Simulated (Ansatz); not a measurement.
## Moving the dispersion correction in CsH

The cell as given:

The structure is cubic, space group Fm-3m (No. 225). Conventional cell: a = 6.376 Å, b = 6.376 Å, c = 6.376 Å, α = 90.00°, β = 90.00°, γ = 90.00°. Cs (site symmetry m-3m) is surrounded by 6 H at 3.19 Å. Around H (site symmetry m-3m) lie 6 Cs at 3.19 Å.

Kept alike: task relaxation of cell and atoms; functional PBEsol; k mesh 7 × 7 × 7; occupations fermi-dirac, width 0.05 eV; no spin polarisation. Program: Ansatz, Ansatz PAW, cutoff 420 eV. The mesh is that of the run's cell of 2 atoms. No spin-orbit coupling.

| dispersion correction | volume (Å³/atom) |
| --- | --- |
| D3(BJ) | 28.472 |
| D3(BJ)-ATM | 28.594 |
| D4 | 28.849 |
| none | 30.519 |

The relaxations keep at least the cell's symmetry (Fm-3m). Relaxations stop with a little pressure left, so the last digits of a volume or edge aren't settled. All rows use potentials made for PBE.

What does the dispersion correction change here?

The volume runs from 28.472 (D3(BJ)) to 30.519 Å³/atom (none). Against no correction: D3(BJ) -6.7 %; D3(BJ)-ATM -6.3 %; D4 -5.5 %. Dispersion terms mostly attract and so lower the volume; the schemes' coefficients and damping set how far.
